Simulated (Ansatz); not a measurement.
Relaxed-ion elastic tensor of BaZrO3 (cubic perovskite, Pm-3m) in GPa (Voigt order), LDA (plane waves, PAW; program Ansatz); density 6.44 g/cm³, 14.27 Å³ per atom.

```
 351  87.4  87.4   0.0   0.0   0.0
87.4   351  87.4   0.0   0.0   0.0
87.4  87.4   351   0.0   0.0   0.0
 0.0   0.0   0.0  87.9   0.0   0.0
 0.0   0.0   0.0   0.0  87.9   0.0
 0.0   0.0   0.0   0.0   0.0  87.9
```

### Question
Is the crystal mechanically stable?

### Answer
Yes: the smallest eigenvalue of C is 87.9 GPa.

### Question
Work out the Voigt, Reuss and Hill averages.

### Answer
K_V = 175, K_R = 175, K_H = 175; G_V = 106, G_R = 101, G_H = 103 GPa.

### Question
Give Young's modulus, Poisson's ratio, Pugh's ratio and the universal anisotropy index.

### Answer
E = 9KG/(3K + G) = 259 GPa; ν = 0.25; K/G = 1.69 (near the Pugh limit of 1.75, no verdict); A_U = 5G_V/G_R + K_V/K_R − 6 = 0.20.

### Question
Estimate the sound speeds and the Debye temperature.

### Answer
v_l = √((K + 4G/3)/ρ) = 6980 m/s, v_t = √(G/ρ) = 4010 m/s, mean 4450 m/s; Θ = (h/k)(3n/4πV)^(1/3) v_m = 547 K.

### Question
Give the Zener ratio and Young's modulus along [100], [110] and [111].

### Answer
A = 2C44/(C11 − C12) = 0.67; 1/E = S11 − 2(S11 − S12 − S44/2)Γ with Γ = 0, 1/4, 1/3 gives 316, 243, 226 GPa.

Symmetry was held in the LDA relaxation. At this level the phase is dynamically unstable (imaginary phonons). The run is not spin-polarised. Spin–orbit coupling is left out wherever it is not named.

Potentials: the later of the program's two PAW sets.
